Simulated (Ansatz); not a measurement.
BiTe — electric field gradients

The cell is a COD entry whose atoms were relaxed with PBE, the cell held.

Space group P-3m1 (No. 164); a = 4.4230, c = 24.0020 Å, γ = 120.00°.

| site | Wyckoff | site symmetry | x | y | z |
| --- | --- | --- | --- | --- | --- |
| Bi1 | 2c | 3m. | 0.0000 | 0.0000 | 0.1248 |
| Bi3 | 2d | 3m. | 0.3333 | 0.6667 | 0.2917 |
| Bi5 | 2d | 3m. | 0.6667 | 0.3333 | 0.4649 |
| Te7 | 2d | 3m. | 0.3333 | 0.6667 | 0.0536 |
| Te9 | 2d | 3m. | 0.6667 | 0.3333 | 0.2088 |
| Te11 | 2c | 3m. | 0.0000 | 0.0000 | 0.3638 |

One atom of each set is listed.

All values are calculated (Ansatz; DFT, r2SCAN, plane waves and PAW, scalar-relativistic, 500 eV cutoff, Γ-centred 9×9×2 k-points, Fermi–Dirac smearing 0.05 eV), not measured.

V_zz is the principal component of the electric field gradient with the largest magnitude, η = (V_xx − V_yy)/V_zz and C_Q = eQV_zz/h.

Bi-209: I = 9/2, Q = -516.0 mb. Nuclear quadrupole moments: year-2017 set (Pyykkö).

(1) Which values are expected at the nuclei?

Answers

(1) 

```csv
site,atoms,first shell,V_zz (10²¹ V/m²),η,C_Q (MHz)
Bi1,2,6 Te at 3.07–3.25 Å,0.87,0.00,-10.9
Bi3,2,6 Te at 3.08–3.24 Å,2.79,0.00,-34.9
Bi5,2,"3 Bi at 3.06 Å, 3 Te at 3.52 Å",4.49,0.00,-56.0
Te7,2,"3 Bi at 3.07 Å, 3 Te at 3.63 Å",-3.02,0.00,–
Te9,2,6 Bi at 3.24–3.25 Å,8.03,0.00,–
Te11,2,6 Bi at 3.08–3.52 Å,-0.57,0.00,–
```

An axis of threefold or higher order runs through Bi1, Bi3, Bi5, Te7, Te9 and Te11, so V_zz lies along it and η is zero.

Te has no stable isotope with a ground-state quadrupole moment in the table, so no C_Q is given.

The largest force is 0.3 eV/Å, so the atoms aren't at the calculated equilibrium and relaxing them would move these values. Spin–orbit coupling is left out, which shifts gradients on Bi by a few per cent in wide-gap crystals, and can shift them far more where the calculated gap is small or absent, as here. With a gap of 0.11 eV under a smearing of 0.05 eV the band edges are partly filled, so small gradients can hang on the smearing and the k-mesh.
